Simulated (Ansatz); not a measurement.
ZrGe in space group P-6m2 (No. 187; Zr on 1a, Ge on 1f) under volume change, plane-wave PAW r²SCAN (Ansatz code), shape and atoms relaxed at each volume.

```json
[
 {"V (Å³/atom)": "20.227", "E − E(relaxed) (meV/atom)": "64.0", "P (GPa)": "11.17"},
 {"V (Å³/atom)": "20.894", "E − E(relaxed) (meV/atom)": "26.7", "P (GPa)": "6.84"},
 {"V (Å³/atom)": "21.561", "E − E(relaxed) (meV/atom)": "6.2", "P (GPa)": "3.13"},
 {"V (Å³/atom)": "22.228", "E − E(relaxed) (meV/atom)": "0.0", "P (GPa)": "0.00"},
 {"V (Å³/atom)": "22.894", "E − E(relaxed) (meV/atom)": "6.0", "P (GPa)": "-2.78"},
 {"V (Å³/atom)": "23.561", "E − E(relaxed) (meV/atom)": "22.5", "P (GPa)": "-5.12"},
 {"V (Å³/atom)": "24.228", "E − E(relaxed) (meV/atom)": "48.1", "P (GPa)": "-7.13"}
]
```

Problem. What does a third-order Birch–Murnaghan fit give for V₀, B₀ and B′?

Solution. V₀ = 22.22 Å³/atom, B₀ = 98.2 GPa, B′ = 4.1.

A made-up cell: these elements were put on the sites of a structure type; neither database checked (COD, Materials Project) lists it. Its standing as an ambient phase is unchecked. The cell keeps a stress of up to 0.2 GPa. The r²SCAN relaxation kept the symmetry of its start; its stability against distortions is not shown here. The run is not spin-polarised.

Potentials: the later of the program's two PAW sets.
